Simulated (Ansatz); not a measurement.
Relaxed candidate structures of CdAu:

A. Cmmm (No. 65), oS8; a = 5.262 Å, b = 9.340 Å, c = 5.455 Å, α = β = γ = 90.00°; Au 4e (0.250, 0.250, 0.000); Cd 2b (0.000, 0.500, 0.000); Cd 2c (0.000, 0.500, 0.500)

B. I4mm (No. 107), tI4; a = b = 2.867 Å, c = 9.661 Å, α = β = γ = 90.00°; Au 2a (0.000, 0.000, 0.243); Cd 2a (0.000, 0.000, 0.525)

C. Pmma (No. 51), oP4, AFLOW prototype AB_oP4_51_e_f (B19, as in CdAu); a = 4.771 Å, b = 3.077 Å, c = 4.956 Å, α = β = γ = 90.00°; Cd 2e (0.250, 0.000, 0.195); Au 2f (0.250, 0.500, 0.690)

D. Pmmn, origin choice 1 (No. 59), oP4; a = 3.3180 Å, b = 4.6998 Å, c = 4.7275 Å, α = 90.00°, β = 90.00°, γ = 90.00°; Cd 2a (0.000, 0.000, 0.424); Au 2b (0.000, 0.500, 0.079)

Put the candidates in order of energy per atom, lowest first, for PBEsol (plane waves to 420 eV, PAW, scalar-relativistic; Ansatz, a program for electronic structure).

C (reference, the lowest among the structures calculated here), D (+0.06 eV/atom), B (+0.21 eV/atom), A (+0.67 eV/atom)

Probably no minimum, since a slightly shaken restart fell lower: Cmmm, oS8 (by 0.48 eV/atom, to Pm). Each run could gain symmetry but not lose that of its start, so entries can be saddle points. From databases, or of a type measured for this composition: Pmma, oP4, AFLOW prototype AB_oP4_51_e_f (B19, as in CdAu); the others are generated cells (placed on structure types, drawn at random, substituted or restacked) that were not matched to a known phase here. The real structure of this composition may not be among these. Static energies at zero pressure. No spin polarisation in the result.
